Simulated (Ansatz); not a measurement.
LiNbO3:
```yaml
crystal:
  lattice:
    - [2.56709, 1.48211, 4.60885]
    - [-2.56709, 1.48211, 4.60885]
    - [0.00000, -2.96422, 4.60885]
  atoms:
    - { symbol: Li, position: [0.71923, 0.71923, 0.71923] }
    - { symbol: Li, position: [0.21923, 0.21923, 0.21923] }
    - { symbol: Nb, position: [0.00160, 0.00160, 0.00160] }
    - { symbol: Nb, position: [0.50160, 0.50160, 0.50160] }
    - { symbol: O, position: [0.64000, 0.89067, 0.28139] }
    - { symbol: O, position: [0.89067, 0.28139, 0.64000] }
    - { symbol: O, position: [0.28139, 0.64000, 0.89067] }
    - { symbol: O, position: [0.14000, 0.78139, 0.39067] }
    - { symbol: O, position: [0.39067, 0.14000, 0.78139] }
    - { symbol: O, position: [0.78139, 0.39067, 0.14000] }
```

x, y and z are the axes in which the lattice vectors are written.

Problem. Give the high-frequency dielectric tensor and the Born effective charge tensors of the independent atoms from DFPT, plane-wave PAW PBEsol (Ansatz code).

Solution. 
ε∞:
```
5.51  0.00  0.00
0.00  5.51  0.00
0.00  0.00  5.32
```
Z* of atom 1 (Li), rows: field, columns: displacement, in e:
```
 1.20   0.25   0.00
-0.25   1.20   0.00
 0.00   0.00   1.03
```
Z* of atom 3 (Nb), rows: field, columns: displacement, in e:
```
 7.26  -1.60   0.00
 1.60   7.26   0.00
 0.00   0.00   6.72
```
Z* of atom 5 (O), rows: field, columns: displacement, in e:
```
-1.57  -0.23  -0.14
-0.33  -4.07  -1.84
-0.16  -1.75  -2.58
```

Space group R3c. The cell was relaxed with PBEsol under the symmetry of its start. The run is not spin-polarised. Scalar-relativistic: spin–orbit coupling is off unless named, which matters more the heavier the elements.

Potentials: the later of the program's two PAW sets.
